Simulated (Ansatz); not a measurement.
Ansatz (a quantum-chemistry and plane-wave program) input:

Ansatz 0.2 input:
```yaml
crystal:
  lattice:
    - [0.0, 2.8294344653, 2.8294344653]
    - [2.8294344653, 0.0, 2.8294344653]
    - [2.8294344653, 2.8294344653, 0.0]
  atoms:
    - { symbol: Ga, position: [0.0, 0.0, 0.0] }
    - { symbol: As, position: [0.75, 0.75, 0.75] }
kpoints:
  mp_grid: { grid: [6, 6, 6] }
hamiltonian:
  xc: hse06
  pseudopotentials: { kind: paw }
scf:
  n_extra_bands: 6
  occupations: { method: fixed }
output:
  eigenvalues: true
  eigenstates:
    e_range: [-9.0, 8.6]
    kpoints:
      - [0.0, 0.0, 0.0]  # VBM
      - [0.0, 0.0, 0.0]  # CBM
      - [0.0, 0.0, 0.0]  # GAMMA
      - [0.5, 0.0, 0.5]  # X
      - [0.5, 0.5, 0.5]  # L
      - [0.5, 0.25, 0.75]  # W
      - [0.375, 0.375, 0.75]  # K
      - [0.625, 0.25, 0.625]  # U
```

Output (shortened):

```
Pseudopotential: Ga, paw, valence charge 13
Pseudopotential: As, paw, valence charge 15
Functional definition: HSE06
davidson cushion auto → on  (no smearing: the cushion is to keep the highest requested band from converging to the state above it …
Crystal: 2 atoms, lattice volume = 45.303 Å³
Basis set: ecut = 420 eV, 893 PW (Γ)
Bands: 20, of which v1, the nominal top of the filled ones, is band 14 counted from 1 (13 counted from 0)
Symmetry: 24 space group operations
Space group: F-43m (ITA 216), of the structure as read, at distance tolerance 3.6e-5 Å
k-points: 16 of 216 (time reversal used)
SCF iter   1: F=—  HF=-8639.817791 eV  |F-HF|=—  |Δ(HF+E_count)|=         —  Δρ=1.44e-3  dr2=1.77e-3  ethr=1.77e-3  ⟨swp⟩=8.7  Hψ=1389  notcnv=0
preconditioner: auto → none
iter 2 solved again at ethr=5.21e-7 eV; its pass at ethr=6.31e-6 eV (dr2=1.46e-4 eV) is discarded
SCF iter   2: F=—  HF=-8639.817496 eV  |F-HF|=—  |Δ(HF+E_count)|=   2.96e-4  Δρ=4.40e-4  dr2=1.46e-4  ethr=5.21e-7  ⟨swp⟩=2.4  Hψ=1768  notcnv=0  defer=1
SCF iter   3: F=—  HF=-8639.817490 eV  |F-HF|=—  |Δ(HF+E_count)|=   6.31e-6  Δρ=2.22e-4  dr2=2.70e-5  ethr=5.20e-7  ⟨swp⟩=3.1  Hψ=915  notcnv=0
SCF iter   4: F=-8639.817511 eV  HF=-8639.817510 eV  |F-HF|=7.23e-7  |Δ(HF+E_count)|=   2.03e-5  Δρ=9.17e-5  dr2=4.59e-6  ethr=9.65e-8  ⟨swp⟩=3.2  Hψ=934  notcnv=0
SCF 1 stopped early in 4 iterations: F = -8639.817511 eV  dr2 = 4.59e-6
Crystal: 2 atoms, lattice volume = 45.303 Å³
Exchange kernel: α = 0.2500, screened, ω = 0.2079 Å⁻¹, Wigner–Seitz truncation, v(0) = 1046.6354 eV·Å³, q-mesh 6×6×6, nearest image of the exchange supercell L …
Frozen-core exchange: fock
SCF iter   1: F=—  HF=-8641.596589 eV  |F-HF|=—  |Δ(HF+E_count)|=         —  Δρ=1.29e-2  dr2=2.93e-2  ethr=1.64e-7  ⟨swp⟩=7.5  Hψ=1768  notcnv=0
preconditioner: auto → none
SCF iter   2: F=—  HF=-8641.576787 eV  |F-HF|=—  |Δ(HF+E_count)|=   1.98e-2  Δρ=2.86e-3  dr2=2.29e-3  ethr=1.64e-7  ⟨swp⟩=5.0  Hψ=1403  notcnv=0
SCF iter   3: F=—  HF=-8641.585490 eV  |F-HF|=—  |Δ(HF+E_count)|=   8.70e-3  Δρ=3.13e-3  dr2=1.45e-3  ethr=1.64e-7  ⟨swp⟩=4.3  Hψ=1350  notcnv=0
SCF iter   4: F=—  HF=-8641.585345 eV  |F-HF|=—  |Δ(HF+E_count)|=   1.45e-4  Δρ=1.12e-3  dr2=2.36e-4  ethr=1.64e-7  ⟨swp⟩=4.0  Hψ=1140  notcnv=0
SCF iter   5: F=—  HF=-8641.585357 eV  |F-HF|=—  |Δ(HF+E_count)|=   1.24e-5  Δρ=2.58e-5  dr2=1.36e-5  ethr=1.64e-7  ⟨swp⟩=3.1  Hψ=864  notcnv=0
SCF iter   6: F=—  HF=-8641.585537 eV  |F-HF|=—  |Δ(HF+E_count)|=   1.80e-4  Δρ=2.11e-4  dr2=7.89e-6  ethr=1.89e-9  ⟨swp⟩=4.4  Hψ=1352  notcnv=0
SCF iter   7: F=-8641.585530 eV  HF=-8641.585530 eV  |F-HF|=4.70e-7  |Δ(HF+E_count)|=   6.58e-6  Δρ=2.06e-5  dr2=2.94e-7  ethr=1.89e-9  ⟨swp⟩=4.0  Hψ=1118  notcnv=0
SCF 2 stopped early in 7 iterations: F = -8641.585530 eV  dr2 = 2.94e-7
hybrid outer 1: dexx = +1.013e-2 eV, tail = 6.45e-5 eV
Crystal: 2 atoms, lattice volume = 45.303 Å³
Exchange kernel: α = 0.2500, screened, ω = 0.2079 Å⁻¹, Wigner–Seitz truncation, v(0) = 1046.6354 eV·Å³, q-mesh 6×6×6, nearest image of the exchange supercell L …
Frozen-core exchange: fock
SCF iter   1: F=—  HF=-8641.585636 eV  |F-HF|=—  |Δ(HF+E_count)|=         —  Δρ=7.06e-5  dr2=2.08e-6  ethr=1.15e-6  ⟨swp⟩=2.8  Hψ=722  notcnv=0
preconditioner: auto → none
SCF iter   2: F=—  HF=-8641.585636 eV  |F-HF|=—  |Δ(HF+E_count)|=   6.62e-7  Δρ=2.93e-5  dr2=3.03e-7  ethr=5.58e-9  ⟨swp⟩=4.0  Hψ=1217  notcnv=0
SCF iter   3: F=—  HF=-8641.585637 eV  |F-HF|=—  |Δ(HF+E_count)|=   7.02e-7  Δρ=1.66e-5  dr2=1.24e-7  ethr=6.34e-10  ⟨swp⟩=3.5  Hψ=966  notcnv=0  defer=2
iter 4 solved again at ethr=5.47e-12 eV; its pass at ethr=3.89e-10 eV (dr2=1.53e-9 eV) is discarded
SCF iter   4: F=-8641.585637 eV  HF=-8641.585637 eV  |F-HF|=1.81e-8  |Δ(HF+E_count)|=   2.50e-8  Δρ=2.27e-6  dr2=3.16e-9  ethr=5.47e-12  ⟨swp⟩=3.7  Hψ=1712  notcnv=0
SCF 3 converged in 4 iterations: F = -8641.585637 eV  dr2 = 3.16e-9
hybrid outer 2: dexx = +9.094e-7 eV, tail = 1.02e-7 eV, Δε = 2.91e-3 eV (about 1.81e-4 eV left of the loop's levels)
the search or the solves at the SCF's close seem to have found levels that the self-consistency loop had missed (the run counts 1) …
NSCF: frozen V_eff on 8 k-points
hybrid SCF converged: 2 outer / 11 inner (+4 warm-up), last move |dexx| = 9.09e-7 eV, tail = 1.02e-7 eV
Stability not checked (fock_operator)
Free energy (F): -8641.585637 eV
Frozen-core exchange: fock
Harris-Foulkes:  -8641.585637 eV  (|F-HF|=1.81e-8)
Internal energy: -8641.585637 eV  (E = F + TS)
E sigma→0 (E₀):  -8641.585637 eV
Fermi energy:    7.742986 eV
--- Per-component energies (eV) ---
  E_band       = -388.392484
  E_kinetic    = 217.653205
  E_local      = -3923.842038  (includes V_loc(G=0)·N_el)
  E_nonlocal   = -244.709539
  E_hartree    = 1981.164305
  E_xc         = -119.341255
  E_vxc        = -109.952033  (∫ρ·V_xc dr)
  E_exx        = -109.360420  (= α·E_x^exact, valence–valence)
  E_paw        = -3746.239049  (= ΣΔE_a)
  E_vpaw       = -71.150330  (= ΣTr[D̂ρ^β])
  E_aug_tail   = -0.000137  (compensation charges beyond the density's cutoff)
  E_ewald      = -2696.262711
  E_core_change = -0.647998  (= ΣΔE_core)
  E_smearing   =  0.000000  (= −TS)
  E_closure    =  0.000000  (closes the sum)
  Σ components = -8641.585637   (vs F -8641.585637, Δ=1.82e-12)
  [band-id]    e_kinetic+e_local+e_nonlocal+2·e_hartree+e_vxc+2·e_exx+e_vpaw+e_augmentation_tail = -388.393100   (vs E_band -388.392484, Δ=-6.16e-4)
--- Band table (eV; the first three rows and the last of 16) ---
  k-point 0: bands = ["-30.8043", "-30.8043", "-30.8043", "-30.7929", "-30.7929", "-9.6821", "-9.6821", "-9.6821", "-9.6016", "-9.6016", "-6.1923", "7.7430", "7.7430", "7.7430", "9.1399", "12.2758", "12.2758", "12.2758", "16.2864", "18.8725"]
  k-point 1: bands = ["-30.8042", "-30.8041", "-30.8041", "-30.7929", "-30.7929", "-9.6955", "-9.6767", "-9.6767", "-9.6019", "-9.6019", "-5.8491", "4.9549", "7.3422", "7.3422", "10.1858", "12.8580", "12.8580", "13.2768", "17.6879", "17.7053"]
  k-point 2: bands = ["-30.8041", "-30.8037", "-30.8037", "-30.7927", "-30.7927", "-9.7211", "-9.6675", "-9.6675", "-9.6009", "-9.6009", "-4.9517", "1.9566", "6.7502", "6.7502", "9.7282", "13.2809", "13.2809", "15.9986", "17.4510", "18.4019"]
  k-point 15: bands = ["-30.8044", "-30.8032", "-30.8026", "-30.7931", "-30.7922", "-9.7540", "-9.6496", "-9.6406", "-9.6154", "-9.5961", "-3.4108", "0.5279", "4.1244", "4.3018", "11.7196", "12.0048", "15.8784", "16.1756", "20.0459", "21.2762"]
```

Cost: about 60 core-seconds (a rough figure) on shared cores.

The points marked VBM and CBM come from a semilocal run.

Symmetry was held in the PBEsol relaxation. Spin–orbit coupling is left out wherever it is not named.

Potentials: the later of the program's two PAW sets.

Ansatz is a plane-wave DFT program.
